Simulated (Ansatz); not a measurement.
These are results of Ansatz 0.2.0, DFT PBE, scalar-relativistic, plane waves, PAW, not measurements. Settings: cutoff 420 eV, Γ-centred meshes spaced at most about 0.3 Å⁻¹, and about 0.25 Å⁻¹ or finer for metals (2π included), Gaussian smearing. Collinear spin in cells that started with moments and kept them past the coarse steps, no spin elsewhere.

All energies are static (0 K, no zero-point motion). All come from trial cells, and lower structures may exist.

**Question.** These unrelaxed guesses for VMoS4 are each relaxed within their symmetry. Order them by the energy at which they end, lowest first.
A.

```cif
data_structure
_symmetry_space_group_name_H-M 'P-3m1'
_symmetry_Int_Tables_number 164
_cell_length_a 3.4251
_cell_length_b 3.4251
_cell_length_c 12.4304
_cell_angle_alpha 90.000
_cell_angle_beta 90.000
_cell_angle_gamma 120.000
_cell_volume 126.29
loop_
_atom_site_label
_atom_site_type_symbol
_atom_site_symmetry_multiplicity
_atom_site_Wyckoff_symbol
_atom_site_fract_x
_atom_site_fract_y
_atom_site_fract_z
_atom_site_occupancy
V1 V 1 b 0.00000 0.00000 0.50000 1
Mo1 Mo 1 a 0.00000 0.00000 0.00000 1
S1 S 2 d 0.66667 0.33333 0.38031 1
S2 S 2 d 0.66667 0.33333 0.88031 1
```

B.

```cif
data_structure
_symmetry_space_group_name_H-M 'P-6m2'
_symmetry_Int_Tables_number 187
_cell_length_a 3.2647
_cell_length_b 3.2647
_cell_length_c 13.6820
_cell_angle_alpha 90.000
_cell_angle_beta 90.000
_cell_angle_gamma 120.000
_cell_volume 126.29
loop_
_atom_site_label
_atom_site_type_symbol
_atom_site_symmetry_multiplicity
_atom_site_Wyckoff_symbol
_atom_site_fract_x
_atom_site_fract_y
_atom_site_fract_z
_atom_site_occupancy
V1 V 1 e 0.66667 0.33333 0.00000 1
Mo1 Mo 1 d 0.33333 0.66667 0.50000 1
S1 S 2 i 0.66667 0.33333 0.38308 1
S2 S 2 h 0.33333 0.66667 0.11692 1
```

**Answer.** B (ends in P-6m2, 0 meV/atom), A (ends in P-3m1, 148 meV/atom).

No dispersion correction is applied, so the spacing and binding between layers, chains or molecules are poorly described (P-6m2, P-3m1), and this can change margins and order among such cells. No Hubbard U is applied to the 3d shell of V. Another magnetic order may lie lower. Cells relaxed within their symmetry can be saddle points. Some candidate types were left out of the draw beforehand, so a known form may be missing.
